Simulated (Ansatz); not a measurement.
Data sheet: GaAs (DFT)

GaAs:
```
CELL_PARAMETERS angstrom
      3.76794     0.00000     0.00000
     -1.88397     3.26313     0.00000
      0.00000     0.00000     6.44141
ATOMIC_POSITIONS crystal
  Ga 0.00000 0.00000 0.00000
  Ga 0.00000 0.00000 0.50000
  As 0.33333 0.66667 0.25000
  As 0.66667 0.33333 0.75000
```

Space group P6_3/mmc (No. 194), NiAs type; conventional cell a = b = 3.7679 Å, c = 6.4414 Å, α = β = 90.00°, γ = 120.00°.

Method: DFT-PBE in the program Ansatz with PAW potentials. The cell and atoms are relaxed at this level. Other levels are named where they apply.

### Cell and energy

| Item | Result |
|---|---|
| Volume per atom | 19.80 Å³ |
| Density | 6.07 g/cm³ |
| Formation energy from the elements (no fitted shifts) | 0.002 eV/atom |

### Electronic structure

| Property | Value |
|---|---|
| Electronic character | metallic (no gap) |
| Density of states at the Fermi level | 0.43 states/eV per atom (mean over ±0.08 eV) |
| Gap with spin–orbit coupling | none (metallic) |

### Mechanics

| Property | Result |
|---|---|
| Bulk modulus (Birch–Murnaghan fit) | 67.5 GPa |
| Pressure derivative B′ | 4.9 |

The start of the workflow was typed in or built on a structure type; neither database checked (COD, Materials Project) lists it. It is not the phase usual at ambient conditions (space group No. 216). The cell keeps a stress of up to 0.2 GPa. The PBE relaxation kept the symmetry of its start; whether a distortion lowers the energy is not shown. The references are the lowest solids computed at this level, not always the standard phases. Scalar-relativistic: spin–orbit coupling is off unless named, which matters more the heavier the elements.

Potentials: the later of the program's two PAW sets.
